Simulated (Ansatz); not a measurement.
An Ansatz input:

```yaml
crystal:
  lattice:
    - [2.69639278, 0.0, 0.0]
    - [-1.34819639, 2.3351446461, 0.0]
    - [0.0, 0.0, 4.6990437638]
  atoms:
    - { symbol: Pt, position: [0.3333333333, 0.6666666667, 0.25], spin: 1.0 }
    - { symbol: Pt, position: [0.6666666667, 0.3333333333, 0.75], spin: 1.0 }
hamiltonian:
  xc: mr2scan
  pseudopotentials:
    kind: paw
    azcp:
      Pt: "pseudopotentials/Pt.paw.azcp"
basis:
  ecutwfc: 500
  fft_grid_basis: typed
kpoints:
  mp_grid: { grid: [22, 22, 11], shift: [0, 0, 0] }
magnetization:
  spin_polarized: true
scf:
  occupations: { method: fermi_dirac, width: 0.05 }
output:
  stress: true
```

Terminal output

```
Engine: ansatz 0.2.0, aarch64-unknown-linux-gnu
Pseudopotentials: kind: paw
Pseudopotential: Pt, paw, valence charge 18, recommended cutoff 500 eV (meta_gga) 
Functional definition: m-r2SCAN
  exchange = m_r2scan_x
  correlation = m_r2scan_c
Crystal: 2 atoms, lattice volume = 29.587 Å³
Basis set: ecut = 500 eV, 725 PW (Γ), exchange–correlation on 80×80×144 points (64 copies of the dense FFT grid, shifted against one another)
Bands: 23, of which v1, the nominal top of the filled ones, is band 18 counted from 1 (17 counted from 0)
Symmetry: 24 space group operations
Space group: P63/mmc (ITA 194), of the structure as read, at distance tolerance 3.1e-5 Å
Magnetic group: BNS 194.263 (UNI 1493), of the structure as read, at distance tolerance 3.1e-5 Å
k-points: 312 of 5324
Non-local potential: Pt, projectors of the file, l = 0: 3, l = 1: 2, l = 2: 2, l = 3: 1
PAW form: soft (Blöchl's): semilocal exchange-correlation on the pseudo side does not see the compensation charge
PAW frozen core: Pt, regenerated for the run's functional (the file was generated under x = pbe(κ = 0.804, μ = 0.2195149727645171), c = pbe(β = 0.06672455060314922))
PAW one-centre angular grid: Pt, 590 points (default); XC on 160 Gauss nodes
Initial density: superposition of atomic densities (chi_scale 0.1, normalization cell)
Starting moments: Σ|m| = 2 μB on 2 of 2 sites
Initial wavefunctions: pseudopotential atomic-orbital guess
Functional: x = mr2scan, c = mr2scan; τ floored in thin density (d = 2e-4 eV/Å³)
iter 1 solved again at ethr=2.69e-3 eV; its pass at ethr=3.10e-3 eV (dr2=9.70e-1 eV) is discarded
SCF iter   1: F=—  HF=-25073.527585 eV  |F-HF|=—  |Δ(HF+E_count)|=         —  Δρ=4.20e-2 (↑4.20e-2 ↓3.09e-2)  dr2=1.30e0  dr2_τ=1.74e-2  dr2_m=5.92e-2  M=1.245 μB ∫|m|=1.248 μB  β_m=0.79  ethr=2.69e-3  ⟨swp⟩=2.0  Hψ=85023  notcnv=0
Mixer restart at iter 1: flushing history
spin=Collinear: Kerker preconditioning applied to the charge; magnetization (m = ρ↑ − ρ↓) channel mixes plain (no charge-response kernel on spin).
SCF iter   2: F=—  HF=-25073.098486 eV  |F-HF|=—  |Δ(HF+E_count)|=   4.29e-1  Δρ=2.11e-2 (↑2.11e-2 ↓1.93e-2)  dr2=3.83e-1  dr2_τ=1.26e-2  dr2_m=6.53e-3  M=1.140 μB ∫|m|=1.161 μB  β_m=1.00  ethr=2.69e-3  ⟨swp⟩=2.0  Hψ=23313  notcnv=0  κ⁻¹=1.0e0(r=1)
SCF iter   3: F=—  HF=-25073.252617 eV  |F-HF|=—  |Δ(HF+E_count)|=   1.54e-1  Δρ=1.41e-2 (↑1.41e-2 ↓1.08e-2)  dr2=1.36e-1  dr2_τ=3.53e-3  dr2_m=2.25e-3  M=0.993 μB ∫|m|=1.041 μB  β_m=1.00  ethr=1.06e-3  ⟨swp⟩=2.3  Hψ=20910  notcnv=0  defer=5  κ⁻¹=1.1e-1(r=2)
SCF iter   4: F=—  HF=-25073.636411 eV  |F-HF|=—  |Δ(HF+E_count)|=         —  Δρ=3.99e-2 (↑3.99e-2 ↓3.49e-2)  dr2=2.37e-2  dr2_τ=5.26e-2  dr2_m=3.67e-1  M=-0.231 μB ∫|m|=0.231 μB  β_m=1.00  ethr=3.78e-4  ⟨swp⟩=2.1  Hψ=23644  notcnv=0  defer=47
Mixer restart at iter 4: flushing history
...
SCF iter  20: F=—  HF=-25073.418804 eV  |F-HF|=—  |Δ(HF+E_count)|=   7.75e-9  Δρ=6.33e-7 (↑6.33e-7 ↓6.05e-7)  dr2=2.74e-11  dr2_τ=1.40e-11  dr2_m=8.93e-11  M=-0.000 μB ∫|m|=0.000 μB  β_m=1.00  ethr=1.00e-12  ⟨swp⟩=2.2  Hψ=26545  notcnv=0  defer=132  κ⁻¹=4.0e-7(r=8)
SCF iter  21: F=—  HF=-25073.418804 eV  |F-HF|=—  |Δ(HF+E_count)|=  3.75e-10  Δρ=4.69e-7 (↑4.69e-7 ↓4.59e-7)  dr2=1.91e-12  dr2_τ=8.23e-12  dr2_m=5.76e-11  M=0.000 μB ∫|m|=0.000 μB  β_m=1.00  ethr=1.00e-12  ⟨swp⟩=1.0  Hψ=37612  notcnv=0  κ⁻¹=5.8e-8(r=8)
SCF iter  22: F=-25073.418804 eV  HF=-25073.418804 eV  |F-HF|=2.55e-11  |Δ(HF+E_count)|=  6.18e-11  Δρ=3.37e-7 (↑3.37e-7 ↓3.24e-7)  dr2=1.03e-12  dr2_τ=3.88e-12  dr2_m=2.90e-11  M=-0.000 μB ∫|m|=0.000 μB  ethr=1.00e-12  ⟨swp⟩=2.0  Hψ=23139  notcnv=0
SCF 1 converged in 22 iterations: F = -25073.418804 eV  dr2 = 1.03e-12
WARN: the starting moments were not kept: the SCF closed with an absolute magnetisation of 1.7e-5 μB, where they sum to 2 μB in size (2 sites). That is at most 0.1 of that sum. Measured as dr2_m measures the in/out step, that magnetisation stands 8.3e-11 eV from none, at or under the dr2_threshold of 1.0e-7 eV: it is no larger than a step whose dr2_m would equal this threshold. The system may hold no moment; this SCF shows only that its start led to no more than that. To try another start: raise the starting moments (crystal.atoms[].spin, magnetization.per_species, magnetization.initial_magnetization, or on a non-collinear deck that types none of these the spinor_matrix: blocks that start its atoms; where the total moment is fixed, keep their sum and leave initial_magnetization as it is; typed ones take the place of any that the run laid by itself, positive ones on a crystal's lanthanoids without a Hubbard term where scf.initial_density.shell_occupations: [] is typed) or, if the notice of its spin-set hold's release reads "site moments contracting" or "site moments show no strong build", lengthen the hold (scf.mixing.spin_hold: { on: { confirm: 4 } }; for m-r²SCAN on two components see the key's manual first). Each may lead to a state that holds a moment. A second SCF, from the converged charge density, with the starting moments and any scf.initial_density.shell_occupations laid on it anew, would have followed, and was not run: the deck does not ask for one (magnetization.retry_lost_moments is false, the default). To let it run, set magnetization.retry_lost_moments: true and run the deck again, where that key's refused combinations let it; where memory then withholds it, that run's warning says so.
this state was not tested for a lower state beside it, because the mixer in use, unlike msr1, does not test its closes by its own steps (another_mixer; see scf.mixing.algorithm and scf.lower_state_search)
SCF converged after 22 iterations
Magnetization: -0.0000 μB (18.0000 up, 18.0000 down)
Absolute magnetization: 0.0000 μB (∫|ρ↑−ρ↓|, with the PAW one-centre terms)
Spin contamination: 0.0000 ħ² per cell (⟨S²⟩ above its minimum at these occupations)
Per-site moments (μB) at R_I (Å): [(-8.531919322825909e-6, 1.1122620217593013), (-8.531919322825948e-6, 1.1122620217593013)]
Free energy (F): -25073.418804 eV
Harris-Foulkes:  -25073.418804 eV  (|F-HF|=2.55e-11)
Internal energy: -25073.393978 eV  (E = F + TS)
E sigma→0 (E₀):  -25073.406391 eV
Entropy (-TS):   -0.024826 eV (-12.413 meV/atom)
Fermi energy:    23.696320 eV
--- Per-component energies (eV) ---
  E_band       = -275.822434
  E_kinetic    = 1279.064759
  E_local      = -2888.295598  (includes V_loc(G=0)·N_el)
  E_nonlocal   = 404.228988
  E_hartree    = 1079.427249
  E_xc         = -501.580138
  E_vxc        = -677.005842  (∫ρ·V_xc dr)
  E_paw        = -18960.119937  (= ΣΔE_a)
  E_vpaw       = -595.871936  (= ΣTr[D̂ρ^β])
  E_aug_tail   = 0.000328  (compensation charges beyond the density's cutoff)
  E_vtau       = 43.202359  (kinetic-family band-sum trace: ∫τ·v_τ [+ j·A + Jᵃ·Aᵃ] dr)
  E_ewald      = -5485.656641
  E_core_change = -0.462989  (= ΣΔE_core)
  E_smearing   = -0.024826  (= −TS)
  E_closure    = 0.000000  (closes the sum)
  Σ components = -25073.418804   (vs F -25073.418804, Δ=0.00e0)
--- Stress (GPa, compression-positive) ---
       13.148249       0.000000       0.000000
        0.000000      13.148249       0.000000
        0.000000       0.000000      10.444447
  P = ⅓ Tr σ = 12.2470 GPa (122.470 kbar)
```
